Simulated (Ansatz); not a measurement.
HfBN:
```yaml
crystal:
  lattice:
    - [3.16329, 0.00000, 0.00000]
    - [-1.58164, 2.73949, 0.00000]
    - [0.00000, 0.00000, 6.86261]
  atoms:
    - { symbol: Hf, position: [0.00000, 0.00000, 0.00000] }
    - { symbol: B, position: [0.33333, 0.66667, 0.25000] }
    - { symbol: N, position: [0.66667, 0.33333, 0.25000] }
    - { symbol: Hf, position: [0.00000, 0.00000, 0.50000] }
    - { symbol: N, position: [0.33333, 0.66667, 0.75000] }
    - { symbol: B, position: [0.66667, 0.33333, 0.75000] }
```

Relaxed with r²SCAN. Special points in fractions of this cell's reciprocal vectors: Γ (0.000, 0.000, 0.000); M (0.500, 0.000, 0.000); K (0.333, 0.333, 0.000); A (0.000, 0.000, 0.500); L (0.500, 0.000, 0.500); H (0.333, 0.333, 0.500).

List the band energies nearest the Fermi level at these points for the program Ansatz at the r²SCAN with spin–orbit coupling level (PAW).

In eV from the Fermi level; about four levels below and three above (degenerate sets whole), none deeper than 8.9 eV; points with the same levels are listed once.

```csv
k,below,above
Γ,-0.99 -0.99 -0.94 -0.94,0.42 0.42 0.59 0.59
M,-0.41 -0.41 -0.03 -0.03,1.19 1.19 2.49 2.49
K,-3.47 -3.47 -0.08 -0.08,0.01 0.01 1.97 1.97
A,-1.22 -1.22 -1.22 -1.22,0.02 0.02 0.02 0.02 0.03 0.03 0.03 0.03
L,-1.36 -1.36 -1.36 -1.36,3.15 3.15 3.15 3.15
H,-3.89 -3.89 -3.65 -3.65,0.77 0.77 0.88 0.88
```

Space group P6_3/mmc. The start of the workflow was typed in or built on a structure type; neither database checked (COD, Materials Project) lists it. Its standing as an ambient phase is unchecked. The cell was relaxed with r²SCAN under the symmetry of its start; whether a distortion lowers the energy is not shown. The run is not spin-polarised. The volume moved by 21 % from the start of the relaxation. Its formation energy is positive at this level, so the cell may be metastable or incomplete.

Potentials: the earlier of the program's two PAW sets.
